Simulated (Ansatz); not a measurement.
Input and command of a calculation in Ansatz (plane waves; scalar-relativistic PAW potentials unless the input names others):

```yaml
crystal:
  lattice:
    - [2.3449101311, 1.3538344954, 7.0627172483]
    - [-2.3449101311, 1.3538344954, 7.0627172483]
    - [0.0, -2.7076689908, 7.0627172483]
  atoms:
    - { symbol: K, position: [0.74619069, 0.74619069, 0.74619069] }
    - { symbol: K, position: [0.25380931, 0.25380931, 0.25380931] }
    - { symbol: Br, position: [0.5, 0.5, 0.5] }
    - { symbol: Cl, position: [0.0, 0.0, 0.0] }
basis:
  ecutwfc: 420
kpoints:
  mp_grid: { grid: [6, 6, 6] }
hamiltonian:
  xc: b3-lyp
scf:
  occupations: { method: gaussian, width: 0.05 }
  max_iter: 60
output:
  forces: true
  eigenvalues: true
  stress: true
```

```bash
ansatz run input.yaml --threads 1 --pin off --max-ram 1228MiB --backend cpu --events-out ev --progress --plain --runs-dir out
```

Question: What will the program do with this input?

Answer: The program refuses it, because of an unknown functional (hamiltonian.xc: "lda" → "b3-lyp"; the functional meant is spelt b3lyp). With the sound run's settings it is accepted.

Abridged log:
```
Error: YAML parse error: error: line 16 column 7: hamiltonian.xc: unknown variant `b3-lyp`, expected one of `lda`, `lda-pw`, `pw92`, `pbe`, `pbesol`, `rpbe`, `revpbe`, `blyp`, `pbe0`, `revpbe0`, `b3lyp`, `b3lyp5`, `hse06`, `wpbeh`, `hiss`, `lc_wpbe`, `cam_b3lyp`, `hf`, `r2scan`, `r2scanh`, `r2scan0`, `r2scan50`, `mr2scan`
  --> <input>:16:7
   |
14 |   mp_grid: { grid: [6, 6, 6] }
15 | hamiltonian:
16 |   xc: b3-lyp
   |       ^ hamiltonian.xc: unknown variant `b3-lyp`, expected one of `lda`, `lda-pw`, `pw92`, `pbe`, `pbesol`, `rpbe`, `revpbe`, `blyp`, `pbe0`, `revpbe0`, `b3lyp`, `b3lyp5`, `hse06`, `wpbeh`, `hiss`, `lc_wpbe`, `cam_b3lyp`, `hf`, `r2scan`, `r2scanh`, `r2scan0`, `r2scan50`, `mr2scan`
17 | scf:
18 |   occupations: { method: gaussian, width: 0.05 }
   |
```